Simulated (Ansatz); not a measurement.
AgRhO$_{2}$ in space group R-3m (No. 166; Ag on 3a, Rh on 3b, O on 6c) at seven volumes, LDA (plane waves, PAW; program Ansatz), shape and atoms relaxed at each. One row is withheld.

```csv
V (Å³/atom),P (GPa)
11.018,20.64
11.382,12.69
11.745,5.86
12.108,-0.01
12.471,-5.04
12.835,-9.30
13.198,?
```

Task: Fit the shown pressures and predict the withheld one.

Result: P = (3/2)B₀(x^(7/2) − x^(5/2))[1 + (3/4)(B′ − 4)(x − 1)] with x = (V₀/V)^(2/3). Least squares on the six rows gives V₀ = 12.108 Å³/atom, B₀ = 180 GPa, B′ = 4.10. At V = 13.198, x = 0.9442 and P = -13.01 GPa. The run itself gave -12.91 GPa.

The workflow started from a Materials Project entry (that database holds measured and hypothetical structures alike); the Crystallography Open Database copy checked does not list it. Whether it is the stable phase at ambient conditions was not checked. The cell was relaxed with LDA under the symmetry of its start; of distortions, only those at the zone centre were tested. No spin polarisation was allowed.

Potentials: the later of the program's two PAW sets.
